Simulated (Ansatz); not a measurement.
GaN: ⁶⁹Ga nuclear quadrupole resonance

Cell: a structure deposited in the COD, ions relaxed with PBE at fixed cell.

```xyz
4
Lattice="3.1800 0.0000 0.0000 -1.5900 2.7540 0.0000 0.0000 0.0000 5.1660" Properties=species:S:1:pos:R:3 pbc="T T T"
Ga    0.0000    1.8360   -0.0053
Ga    1.5900    0.9180    2.5777
N     0.0000    1.8360    1.9426
N     1.5900    0.9180    4.5256
```

Atoms are numbered from 1 in the order listed; like atoms form one site, named after its first atom.

Computed with Ansatz: DFT, PBE, plane waves and PAW (field gradients read without the response of the frozen cores, which leaves them typically 4 to 6 % off), scalar-relativistic, 420 eV cutoff, Γ-centred 10×10×6 k-points, Fermi–Dirac smearing 0.02 eV.

⁶⁹Ga: I = 3/2, Q = 171.0 mb (year-2017 value). Static lattice, zero field.

(1) At which frequencies do the ⁶⁹Ga NQR lines lie?

(2) And for ⁷¹Ga (I = 3/2, Q = 107.0 mb) on Ga?

## Answers

(1) For I = 3/2 there is one line, ν = (|C_Q|/2)(1 + η²/3)^½.

```
site  atoms  V_zz (10²¹ V/m²)  C_Q (MHz)     η  line frequencies (MHz)
  Ga   1, 2              0.40       1.66  0.00                   0.828
```

(2) C_Q scales with Q to 1.04 MHz, with lines at 0.518 MHz.

An axis of threefold or higher order runs through Ga, so V_zz lies along it and η is zero.

At this cell the PBE pressure is 7 GPa, so with PBE the cell would grow if it were relaxed.
